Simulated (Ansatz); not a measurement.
The start is a relaxed Ge cell displaced along its unstable phonon at q = (½, 0, ½) of its primitive reciprocal cell (62i cm⁻¹), largest move 0.15 Å. Cell shape, volume and atoms are optimised at zero target pressure with r2SCAN (plane waves to 500 eV, PAW, scalar-relativistic; Ansatz, a first-principles code). The first steps use a coarse 13×13×13 k-mesh.

Input geometry:
```
Ge
1.0
    5.70853     0.00000     0.00000
   -1.42713     2.47187     0.00000
    2.85426     0.00000     2.64737
Ge
2
Direct
  0.00000   0.94745   0.00000
  0.50000   0.05255   0.00000
```

Question: What is the largest force in the starting geometry, and on which atom (counted from 1)?

Answer: 0.10 eV/Å, on Ge1, Ge2 (atoms numbered as listed).

Question: By how much does the energy per atom fall from start to end?

Answer: 0.02 eV/atom.

Question: Is the parent structure recovered?

Answer: It does not go back: it reaches I4₁/amd (No. 141), AFLOW prototype A_tI4_141_a (A5, as in Sn), 0.02 eV/atom below the parent.

Question: What band gap does the relaxed structure have at this level?

Answer: No gap (metallic).

Question: Give the final cell and atomic positions.

Answer: 
```cif
data_Ge4
_chemical_formula_sum 'Ge4'
_space_group_name_H-M_alt 'I41/amd :1'
_space_group_IT_number 141
_space_group_name_Hall 'I 4bw 2bw -1bw'
_cell_length_a 5.13172
_cell_length_b 5.13172
_cell_length_c 2.83482
_cell_angle_alpha 90.000
_cell_angle_beta 90.000
_cell_angle_gamma 90.000
loop_
_atom_site_label
_atom_site_type_symbol
_atom_site_symmetry_multiplicity
_atom_site_Wyckoff_symbol
_atom_site_fract_x
_atom_site_fract_y
_atom_site_fract_z
_atom_site_occupancy
Ge1 Ge 4 a 0.00000 0.00000 0.00000 1
```
(The calculation used a cell of 2 atoms; values per cell refer to that cell.)

Final values are on a 19×19×19 k-mesh of the relaxed cell. No spin polarisation in the result.

The run could not lose the symmetry of its start.

Of the parent cell (P6/mmm (No. 191)): it is a generated cell of Ge: the first start was made by placing the elements on the sites of a structure type, and the end was not matched to a known phase here, so it may be hypothetical. Known forms of Ge include space group No. 227.

The relaxed structure has the type that Ge is known to take under pressure; here it was relaxed at zero pressure, from a generated start.
